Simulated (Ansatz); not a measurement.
# NaPt2: input and output

Input file of Ansatz 0.2.0:

```yaml
crystal:
  lattice:
    - [0.0, 3.753534, 3.753534]
    - [3.753534, 0.0, 3.753534]
    - [3.753534, 3.753534, 0.0]
  atoms:
    - { symbol: Pt, position: [0.5, 0.5, 0.5] }
    - { symbol: Pt, position: [0.0, 0.5, 0.5] }
    - { symbol: Pt, position: [0.5, 0.5, 0.0] }
    - { symbol: Pt, position: [0.5, 0.0, 0.5] }
    - { symbol: Na, position: [0.125, 0.125, 0.125] }
    - { symbol: Na, position: [0.875, 0.875, 0.875] }
  symmetry: { tolerance: 0.0003 }
kpoints:
  mp_grid: { grid: [8, 8, 8], shift: [0, 0, 0] }
  band_path:
    path:
      - [0.375, 0.375, 0.75]
      - [0.0, 0.0, 0.0]
      - [0.5, 0.5, 0.5]
      - [0.5, 0.25, 0.75]
      - [0.5, 0.0, 0.5]
    npoints: 13
magnetization:
  spin_polarized: false
scf:
  occupations: { method: fermi_dirac }
  lower_state_search: "off"
  max_iter: 200
hamiltonian:
  pseudopotentials: { kind: paw }
  xc: r2scan
basis:
  ecutwfc: 500
  fft_grid_basis: typed
output:
  forces: true
  stress: true
  eigenvalues: true
  bader: true
  populations: true
  elf: true
  write_potential: true
  volumetric_format: npy
  dos:
    e_range: [-12, 8]
    de: 0.05
    projected: { site_lists: { Na: [Na], Pt: [Pt] } }
checkpoint:
  read: saved_state
```

The run starts from an earlier solution of this cell. 

Output (shortened):

```
Pseudopotentials: kind: paw
Pseudopotential: Pt, paw, valence charge 18, recommended cutoff 500 eV (meta_gga), Pt.paw.azcp
Pseudopotential: Na, paw, valence charge 9, recommended cutoff 500 eV (meta_gga), Na.paw.azcp
Functional definition: r2SCAN
  exchange = r2scan_x(k0 = k0, k1 = k1, a1 = a1)
  correlation = r2scan_c
Crystal: 6 atoms, lattice volume = 105.767 Å³
Basis set: ecut = 500 eV, 2733 PW (Γ), exchange–correlation on 160×160×160 points (64 copies of the dense FFT grid, shifted against one another)
Bands: 54, of which v1, the nominal top of the filled ones, is band 45 counted from 1 (44 counted from 0)
Symmetry: 48 space group operations
Space group: Fd-3m (ITA 227), of the structure as read, at distance tolerance 1.4e-3 Å
k-points: 29 of 512
Initial density: read from a saved state, or passed on in memory by an earlier SCF of this step, an earlier step, the calling program or the single point that the run made first
Functional: x = r2scan, c = r2scan; τ floored in thin density (d = 2e-4 eV/Å³)
SCF iter   1: F=-53127.0143 eV  Δρ=4.10e-3  dr2=6.55e-3  dr2_τ=6.85e-3
SCF iter   2: F=-53127.0154 eV  Δρ=1.81e-3  dr2=3.98e-3  dr2_τ=5.68e-4
SCF iter   3: F=-53127.0174 eV  Δρ=6.44e-4  dr2=4.92e-4  dr2_τ=7.47e-5
SCF iter   4: F=-53127.0176 eV  Δρ=1.51e-4  dr2=2.03e-5  dr2_τ=5.86e-7
SCF iter   5: F=-53127.0177 eV  Δρ=2.63e-5  dr2=5.88e-7  dr2_τ=2.64e-8
SCF iter   6: F=-53127.0177 eV  Δρ=2.65e-6  dr2=3.64e-9  dr2_τ=1.35e-9
Free energy (F): -53127.0177 eV
Harris-Foulkes:  -53127.0177 eV  (|F-HF|=7.71e-9)
Internal energy: -53126.9328 eV  (E = F + TS)
E sigma→0 (E₀):  -53126.9752 eV
Entropy (-TS):   -0.0849 eV (-14.145 meV/atom)
Fermi energy:    13.8683 eV
--- Per-component energies (eV) ---
  E_band       = -1463.0992
  E_kinetic    = 2798.7614
  E_local      = -10668.5633  (includes V_loc(G=0)·N_el)
  E_nonlocal   = 1039.2071
  E_hartree    = 4018.1118
  E_xc         = -1076.3791
  E_vxc        = -1465.7023  (∫ρ·V_xc dr)
  E_paw        = -38456.2678  (= ΣΔE_a)
  E_vpaw       = -1300.6535  (= ΣTr[D̂ρ^β])
  E_aug_tail   = 0.0005  (compensation charges beyond the density's cutoff)
  E_vtau       = 97.6288  (kinetic-family band-sum trace: ∫τ·v_τ [+ j·A + Jᵃ·Aᵃ] dr)
  E_ewald      = -10780.8250
  E_core_change = -0.9785  (= ΣΔE_core)
  E_smearing   = -0.0849  (= −TS)
--- Stress (GPa, compression-positive) ---
        0.0767       0.0000       0.0000
        0.0000       0.0767       0.0000
        0.0000       0.0000       0.0767
  P = ⅓ Tr σ = 0.0767 GPa (0.767 kbar)
--- Bader charges: 6 sites ---
  site symbol  charge [e]  shift [e]
     0     Pt     -0.4157     0.0000
     1     Pt     -0.4158     0.0000
     2     Pt     -0.4158     0.0000
     3     Pt     -0.4158     0.0000
     4     Na      0.8315     0.0000
     5     Na      0.8315     0.0000
```

Origin: a database entry at a rescaled volume.
